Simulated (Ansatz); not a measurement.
The relaxed structure here is a generated cell of TiTe2: the first start was made by placing the elements on the sites of a structure type, and the end was not matched to a known phase here, so it may be hypothetical. Known forms of TiTe2 include space group No. 164.

A relaxed structure of TiTe2. Level of theory: PBEsol (plane waves to 420 eV, PAW, scalar-relativistic; Ansatz, an electronic-structure program).

```cif
data_Te8Ti4
_chemical_formula_sum 'Ti4 Te8'
_space_group_name_H-M_alt 'P 1'
_space_group_IT_number 1
_cell_length_a 6.74386
_cell_length_b 6.74386
_cell_length_c 6.74386
_cell_angle_alpha 90.000
_cell_angle_beta 90.000
_cell_angle_gamma 90.000
loop_
_space_group_symop_operation_xyz
  'x, y, z'
loop_
_atom_site_label
_atom_site_type_symbol
_atom_site_fract_x
_atom_site_fract_y
_atom_site_fract_z
_atom_site_occupancy
Ti1 Ti 0.00000 0.00000 0.00000 1
Ti2 Ti 0.50000 0.50000 0.00000 1
Ti3 Ti 0.00000 0.50000 0.50000 1
Ti4 Ti 0.50000 0.00000 0.50000 1
Te1 Te 0.36244 0.36244 0.36244 1
Te2 Te 0.86244 0.13756 0.63756 1
Te3 Te 0.63756 0.86244 0.13756 1
Te4 Te 0.13756 0.63756 0.86244 1
Te5 Te 0.63756 0.63756 0.63756 1
Te6 Te 0.13756 0.86244 0.36244 1
Te7 Te 0.36244 0.13756 0.86244 1
Te8 Te 0.86244 0.36244 0.13756 1
```

Determine the symmetry and give the standard cell with its independent sites.

Space group Pa-3 (No. 205); a = 6.744 Å, b = 6.744 Å, c = 6.744 Å, α = 90.00°, β = 90.00°, γ = 90.00°

| atom | site | symmetry | x | y | z |
|---|---|---|---|---|---|
| Ti | 4a | .-3. | 0.0000 | 0.0000 | 0.0000 |
| Te | 8c | .3. | 0.3624 | 0.3624 | 0.3624 |

Give the shortest distances between elements (the closest pairs, up to four, under 3.6 Å).

Te–Ti 2.77 Å; Te–Te 3.21 Å.

```yaml
volume_per_atom: 25.56 Å³
density: 6.56 g/cm³
band_gap: no gap (metallic)
```

No spin polarisation in the result. A magnetic state may lie lower.

The run could not lose the symmetry of its start, so the end can be a saddle point.
